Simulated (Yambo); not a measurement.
## Cs2KScF6: sweep of GW parameters

G0W0@LDA for Cs₂KScF₆ (space group Fm-3m, No. 225) in Yambo. Reference settings: 2×2×2 Γ-centred k mesh, bands 2 to 377 and a 8 Ry block in the screening, 377 bands in G with the Bruneval-Gonze terminator, plasmon pole fitted at 27.2 eV. The LDA gap Γ → Γ on this mesh is 6.48 eV; G0W0 gaps are taken between the same points.

```
change from the reference       G0W0 gap Γ → Γ (eV)  shift of the valence edge (eV)        rough Yambo cost
------------------------------  -------------------  ------------------------------  ----------------------
reference settings                            10.07                           -2.18                       1
141 bands in W, 141 bands in G                10.22                           -2.06               about 1/3
241 bands in W, 241 bands in G                10.10                           -2.14  within a factor of two
141 bands in G                                10.11                           -2.19                       –
241 bands in G                                10.08                           -2.19                       –
174 bands in W                                10.15                           -2.10               about 1/2
2 Ry block                                    10.92                           -3.16  within a factor of two
3 Ry block                                    10.36                           -2.59  within a factor of two
7 Ry block                                    10.07                           -2.19  within a factor of two
pole fitted at 55 eV                          10.13                           -2.28                       –
no random integration                          9.91                           -1.89                       –
141 bands in G, no terminator                  9.86                           -1.65                       –
241 bands in G, no terminator                  9.90                           -1.87                       –
no terminator                                  9.96                           -2.00                       –
```

The reference isn't shown to be the converged limit. Costs are rough (shared machines), scaled to the same edge states, and given only for runs that recompute the screening.

Geometry of the Materials Project entry, not relaxed at this level; primitive cell a = b = c = 6.5974 Å, α = β = γ = 60.00°.

The structure is a Materials Project entry; no match was found in the copy of COD used, and its stability was not checked.

A shift is the quasiparticle energy of the state minus its LDA energy.
